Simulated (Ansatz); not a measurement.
SiMo in space group P-6m2 (No. 187; Si on 1a, Mo on 1d) at seven volumes, plane-wave PAW PBEsol (Ansatz code), shape and atoms relaxed at each. One row is withheld.

```tsv
V (Å³/atom)	P (GPa)
13.226	23.92
13.662	14.69
14.098	6.77
14.534	0.00
14.970	-5.77
15.406	?
15.842	-14.80
```

Question: Fit the shown pressures and predict the withheld one.

Answer: Third-order Birch–Murnaghan: P = (3/2)B₀(x^(7/2) − x^(5/2))[1 + (3/4)(B′ − 4)(x − 1)] with x = (V₀/V)^(2/3). Least squares on the six rows gives V₀ = 14.535 Å³/atom, B₀ = 207.0 GPa, B′ = 4.30. At V = 15.406, x = 0.9619 and P = -10.63 GPa. The run itself gave -10.65 GPa.

The workflow started from a Materials Project entry (that database holds measured and hypothetical structures alike); the Crystallography Open Database copy checked does not list it. Whether it is the stable phase at ambient conditions was not checked. The PBEsol relaxation kept the symmetry of its start; its stability against distortions is not shown here. The run is not spin-polarised.

Potentials: the later of the program's two PAW sets.
